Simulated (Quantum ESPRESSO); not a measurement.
## Al3Ru3TaZr (input and log of a self-consistent run)

Simulated, not a measurement. The program is pw.x of Quantum ESPRESSO 7.5 (plane-wave density functional theory). The cell is made up: eight metal atoms on a face-centred cubic lattice, with elements, volume, strain and displacements drawn at random and not relaxed, so it may be unstable or far from any real phase. PseudoDojo standard norm-conserving files set the functional (PBE unless stated); there is no spin polarisation or spin-orbit coupling, the Fermi-Dirac width of 0.25 eV means electrons at about 2900 K, and the masses in the input are unused placeholders. Heavy elements are run without spin-orbit coupling, which real alloys of them have. A spin test at this wide smearing found no moment, but such smearing suppresses magnetism that the real alloy may have.

Input:

```
&control calculation='scf', pseudo_dir='./dojo.nc.sr.pbe.v0_5.standard.upf', outdir='./o', disk_io='minimal', tprnfor=.true., tstress=.true. /
&system ibrav=0, nat=8, ntyp=4, nbnd=55, ecutwfc=84.00895049, nosym=.true., tot_charge=0,
 occupations='smearing', smearing='fd', degauss=0.0183746611
/
&electrons conv_thr=1.470e-08, electron_maxstep=70, mixing_beta=0.5 /
ATOMIC_SPECIES
Al 1.0 Al.upf
Ru 1.0 Ru.upf
Ta 1.0 Ta.upf
Zr 1.0 Zr.upf
CELL_PARAMETERS angstrom
1.9765 3.9529 1.9765
0.0 3.9529 -3.9529
-3.9529 3.9529 0.0
ATOMIC_POSITIONS angstrom
Al -0.0103 -0.0512 0.1108
Ru -2.0267 2.0437 -0.0793
Al -0.0357 1.9836 -1.9483
Ru -1.9057 3.9215 -1.9664
Ta 0.048 3.9689 -0.0072
Al -1.9157 5.9324 -0.0398
Ru 0.0168 5.8884 -2.0177
Zr -1.904 7.8433 -1.9691
K_POINTS automatic
5 5 5 1 1 1
```

The log is shortened where brackets say so; the opening notice, blank lines, dates and the lines on written files are dropped, and the path of the files is cut. It prints rydbergs, bohrs and kilobars, and counts compression as positive stress. Its total energy is the free energy E - TS of the whole cell.

```
     Program PWSCF v.7.5
     Parallel version (MPI & OpenMP), running on       4 processor cores
     Number of MPI processes:                 4
     Threads/MPI process:                     1
     [start-up lines left out]
     bravais-lattice index     =            0
     lattice parameter (alat)  =       9.1488  a.u.
     unit-cell volume          =     833.6420 (a.u.)^3
     number of atoms/cell      =            8
     number of atomic types    =            4
     number of electrons       =        82.00
     number of Kohn-Sham states=           55
     kinetic-energy cutoff     =      84.0090  Ry
     charge density cutoff     =     336.0358  Ry
     scf convergence threshold =      1.5E-08
     mixing beta               =       0.5000
     number of iterations used =            8  plain     mixing
     Exchange-correlation= PBE
                           (   1   4   3   4   0   0   0)
     [axes and pseudopotential details left out]
   Cartesian axes
     site n.     atom                  positions (alat units)
         1        Al     tau(   1) = (  -0.0021275  -0.0105756   0.0228863  )
         2        Ru     tau(   2) = (  -0.4186242   0.4221356  -0.0163798  )
         3        Al     tau(   3) = (  -0.0073740   0.4097217  -0.4024303  )
         4        Ru     tau(   4) = (  -0.3936311   0.8100039  -0.4061690  )
         5        Ta     tau(   5) = (   0.0099146   0.8197946  -0.0014872  )
         6        Al     tau(   6) = (  -0.3956967   1.2253645  -0.0082209  )
         7        Ru     tau(   7) = (   0.0034701   1.2162761  -0.4167652  )
         8        Zr     tau(   8) = (  -0.3932800   1.6200697  -0.4067267  )
     number of k points=    63  Fermi-Dirac smearing, width (Ry)=  0.0184
                       cart. coord. in units 2pi/alat
        k(    1) = (   0.0000000   0.1224755  -0.0000000), wk =   0.0320000
        k(    2) = (  -0.1837125   0.1837141   0.0612385), wk =   0.0320000
     [further k points left out]
     Dense  grid:    86791 G-vectors     FFT dimensions: (  54,  64,  64)
     Estimated max dynamical RAM per process >     291.21 MB
     Estimated total dynamical RAM >       1.08 GB
     Initial potential from superposition of free atoms
     starting charge      81.9871, renormalised to      82.0000
     Starting wfcs are   62 randomized atomic wfcs
     total cpu time spent up to now is        4.1 secs
     per-process dynamical memory:   234.0 Mb
     Self-consistent Calculation
     iteration #  1     ecut=    84.01 Ry     beta= 0.50
     Davidson diagonalization with overlap
     ethr =  1.00E-02,  avg # of iterations =  3.7
     total cpu time spent up to now is       12.6 secs
     total energy              =    -850.91048210 Ry
     estimated scf accuracy    <       2.02857358 Ry
     iteration #  2     ecut=    84.01 Ry     beta= 0.50
     Davidson diagonalization with overlap
     ethr =  2.47E-03,  avg # of iterations =  2.9
     total cpu time spent up to now is       21.1 secs
     total energy              =    -850.93384387 Ry
     estimated scf accuracy    <      12.93307872 Ry
     iteration #  3     ecut=    84.01 Ry     beta= 0.50
     Davidson diagonalization with overlap
     ethr =  2.47E-03,  avg # of iterations =  2.0
     total cpu time spent up to now is       28.6 secs
     total energy              =    -851.99207127 Ry
     estimated scf accuracy    <       0.22659417 Ry
     iteration #  4     ecut=    84.01 Ry     beta= 0.50
     Davidson diagonalization with overlap
     ethr =  2.76E-04,  avg # of iterations =  2.8
     total cpu time spent up to now is       36.3 secs
     total energy              =    -852.00306341 Ry
     estimated scf accuracy    <       0.09962274 Ry
     iteration #  5     ecut=    84.01 Ry     beta= 0.50
     Davidson diagonalization with overlap
     ethr =  1.21E-04,  avg # of iterations =  2.2
     total cpu time spent up to now is       43.6 secs
     total energy              =    -852.00738609 Ry
     estimated scf accuracy    <       0.15540722 Ry
     [iterations 6 to 8 left out]
     iteration #  9     ecut=    84.01 Ry     beta= 0.50
     Davidson diagonalization with overlap
     ethr =  3.37E-06,  avg # of iterations =  1.3
     total cpu time spent up to now is       72.4 secs
     total energy              =    -852.02391445 Ry
     estimated scf accuracy    <       0.00023101 Ry
     iteration # 10     ecut=    84.01 Ry     beta= 0.50
     Davidson diagonalization with overlap
     ethr =  2.82E-07,  avg # of iterations =  2.0
     total cpu time spent up to now is       79.2 secs
     total energy              =    -852.02394397 Ry
     estimated scf accuracy    <       0.00002363 Ry
     iteration # 11     ecut=    84.01 Ry     beta= 0.50
     Davidson diagonalization with overlap
     ethr =  2.88E-08,  avg # of iterations =  2.0
     total cpu time spent up to now is       86.1 secs
     total energy              =    -852.02394651 Ry
     estimated scf accuracy    <       0.00000037 Ry
     iteration # 12     ecut=    84.01 Ry     beta= 0.50
     Davidson diagonalization with overlap
     ethr =  4.54E-10,  avg # of iterations =  5.0
     total cpu time spent up to now is       95.5 secs
     total energy              =    -852.02394671 Ry
     estimated scf accuracy    <       0.00000004 Ry
     iteration # 13     ecut=    84.01 Ry     beta= 0.50
     Davidson diagonalization with overlap
     ethr =  5.49E-11,  avg # of iterations =  2.1
     total cpu time spent up to now is      102.9 secs
     End of self-consistent calculation
     [lines on levels left out]
!    total energy              =    -852.02394671 Ry
     estimated scf accuracy    <       0.00000001 Ry
     smearing contrib. (-TS)   =      -0.09834713 Ry
     internal energy E=F+TS    =    -851.92559957 Ry
     The total energy is F=E-TS. E is the sum of the following terms:
     one-electron contribution =    -298.79949980 Ry
     hartree contribution      =     191.91149161 Ry
     xc contribution           =    -159.00704050 Ry
     ewald contribution        =    -586.03055088 Ry
     convergence has been achieved in  13 iterations
     Forces acting on atoms (cartesian axes, Ry/au):
     atom    1 type  1   force =    -0.02949770    0.00939937   -0.02865206
     atom    2 type  2   force =     0.02000626   -0.02167263    0.01123480
     atom    3 type  1   force =     0.00139916   -0.01250664   -0.00396233
     atom    4 type  2   force =    -0.01366606    0.02347654    0.01765025
     atom    5 type  3   force =    -0.02105713   -0.01759173    0.00726192
     atom    6 type  1   force =    -0.00188644   -0.00243627    0.01901953
     atom    7 type  2   force =     0.02666701    0.00191536   -0.01376044
     atom    8 type  4   force =     0.01803489    0.01941599   -0.00879167
     Total force =     0.082823     Total SCF correction =     0.000388
     Computing stress (Cartesian axis) and pressure
          total   stress  (Ry/bohr**3)                   (kbar)     P=       53.72
   0.00014712   0.00016642   0.00003222           21.64       24.48        4.74
   0.00016642   0.00045161  -0.00027266           24.48       66.43      -40.11
   0.00003222  -0.00027266   0.00049676            4.74      -40.11       73.08
     init_run     :      3.86s CPU      3.98s WALL (       1 calls)
     electrons    :     98.55s CPU     98.86s WALL (       1 calls)
     forces       :      1.31s CPU      1.33s WALL (       1 calls)
     stress       :      4.61s CPU      4.61s WALL (       1 calls)
     [timing details left out]
     PWSCF        :   1m48.41s CPU   1m48.90s WALL
     JOB DONE.
```

In other units: free energy -11592.376 eV for the cell, pressure 5.37 GPa, largest force component 0.758 eV/Å in size. The run took 111 s of wall time with four MPI processes on a shared machine (AMD EPYC, Zen 5, virtual cores), so the time is rough. A rerun of this cell at a higher cutoff and on a denser mesh moved values by no more than 0.002 eV in energy, 0.04 GPa in stress and 0.009 eV/Å in force, and a second program with other atomic files agreed on that cell to 2 % rms in force and 0.5 GPa in pressure.